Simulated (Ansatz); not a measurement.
Nb:
```xyz
1
Lattice="-1.6238 1.6238 1.6238 1.6238 -1.6238 1.6238 1.6238 1.6238 -1.6238" Properties=species:S:1:pos:R:3 pbc="T T T"
Nb     0.0000     0.0000     0.0000
```

Relaxed with DFT-LDA in the program Ansatz with PAW potentials. Indices refer to the conventional cell of Im-3m, a = 3.2476 Å, b = 3.2476 Å, c = 3.2476 Å, α = 90.00°, β = 90.00°, γ = 90.00°.

Problem. Simulate the powder diffraction pattern (Ag Kα, λ = 0.560885 Å; lines above 1 %) up to 2θ = 30°.

Solution. Simulated powder pattern, Ag Kα, λ = 0.560885 Å (kinematic, ideal powder, no thermal factors, no anomalous dispersion; the 30 strongest lines at most, above 1 %, up to 2θ = 30°):

```
2θ (°)  d (Å)  I/Imax (%)    hkl
------  -----  ----------  -----
14.03   2.296         100  (110)
19.89   1.624          19  (200)
24.42   1.326          40  (211)
28.27   1.148          13  (220)
```

The LDA relaxation kept the symmetry of its start. The run is not spin-polarised.

Potentials: the earlier of the program's two PAW sets.
